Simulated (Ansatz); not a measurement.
## IF$_{3}$, a known structure type with other elements, at an estimated volume

```
I F
1.0
     9.65193    0.00000    0.00000
     0.00000    6.66443    0.00000
     0.00000    0.00000    4.94634
I F
4 12
Direct
  0.15820 0.25000 0.37900
  0.34180 0.75000 0.87900
  0.65820 0.25000 0.12100
  0.84180 0.75000 0.62100
  0.04220 0.25000 0.10100
  0.45780 0.75000 0.60100
  0.54220 0.25000 0.39900
  0.95780 0.75000 0.89900
  0.15170 0.53150 0.36340
  0.34830 0.46850 0.86340
  0.65170 0.96850 0.13660
  0.84830 0.03150 0.63660
  0.84830 0.46850 0.63660
  0.65170 0.53150 0.13660
  0.34830 0.03150 0.86340
  0.15170 0.96850 0.36340
```

Single point in Ansatz 0.2.0 with r2SCAN, no spin polarisation. Cutoff 500 eV, PAW datasets, 3×4×5 Γ-centred k mesh, fermi-dirac filling (width 0.1 eV).

Problem. What do density and ELF say about some of the short contacts?

Solution. I–F at 1.77 Å: least valence density 1.21 e/Å³ and ELF 0.38 there. These are pseudo-fields; inside the PAW spheres they differ from the all-electron ones.

Problem. Is the cell too large or too small?

Solution. The pressure is 9.5 GPa (compression positive), so with the atoms held at these fractions the cell would first expand; the forces are large, so a full relaxation may end otherwise. The principal stresses 3.9, 6.4, 18.3 GPa differ, so its shape would change too.

Problem. What is the character of the valence top and the conduction bottom?

Solution. Within 0.7 eV of the edges, the states project mainly on I p (71 %) and F p (27 %) below the gap and on I p (62 %) and F p (24 %) above it.

Problem. Where is the largest force?

Solution. The largest is on I1 (and as large on other atoms): 4.53 eV/Å, components (2.84, 0.00, 3.52). It makes 180° with the line to a nearest neighbour, F5 at 1.77 Å, pointing away from it.

Problem. Is there a gap, and of what kind?

Solution. The gap on the k mesh is 2.99 eV; the mesh may miss the band edges, so the true gap of this level can be smaller.

Origin: a known structure type with other elements, at an estimated volume, so it need not be a known compound. Caveats: an odd or shifted mesh can miss the band edges, so this level's true gap may be smaller; no spin-orbit coupling, which can shift this gap by tenths of an eV; atoms or cell far from equilibrium.
